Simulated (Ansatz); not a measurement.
## Calculated with Ansatz: YbBi2ClO4, single run

Launch command:

```bash
ansatz run input.yaml --threads 1 --pin off --max-ram 2560MiB --backend cpu --events-out ev --progress --plain --runs-dir out
```

Input:

```yaml
crystal:
  lattice:
    - [3.798841, -0.040149, -0.046404]
    - [-0.040149, 3.93963, -0.00486]
    - [-0.107379, -0.011247, 8.93101]
  atoms:
    - { symbol: Cl, position: [0.007511, 0.009699, 0.490157] }
    - { symbol: Bi, position: [0.480105, 0.4561, 0.691387] }
    - { symbol: Bi, position: [0.56194, 0.48959, 0.25946] }
    - { symbol: O, position: [0.456423, 0.032649, 0.843271] }
    - { symbol: O, position: [0.059264, 0.537679, 0.856626] }
    - { symbol: O, position: [0.448014, 0.033479, 0.176804] }
    - { symbol: O, position: [0.047204, 0.462416, 0.161117] }
    - { symbol: Yb, position: [0.975086, 0.021784, 0.009126], spin: 0.9 }
kpoints:
  mp_grid: { grid: [5, 5, 2], shift: [0.0, 0.5, 0.5] }
magnetization:
  spin_polarized: true
scf:
  occupations: { method: fixed }
  max_iter: 60
hamiltonian:
  pseudopotentials: { kind: paw }
  xc: r2scan
  hubbard:
    projectors: all-electron-ortho-atomic
    sites: [{ species: Yb, l: f, u_eff: 3.76 }]
basis:
  ecutwfc: 500
output:
  forces: true
  stress: true
  eigenvalues: true
```

Origin of the cell: a strained cell with displaced atoms, so it need not be a known compound.

Output:

```
Error: inconsistent input (scf.occupations.method, magnetization): a σ = 0 step fill (method: fixed, or a smearing width below the step floor) cannot realise an odd electron count (85) without a locked total moment — the per-k integer fill puts the same N_el/2 bands in each spin channel; set magnetization.spin_polarized: true with magnetization.spin_locking.lock_magnetization: h […]
```

Task: What is wrong with this input?

Result: It holds fixed occupations whatever the gap: `scf.occupations` typed as { method: fixed }. The program refused the input.
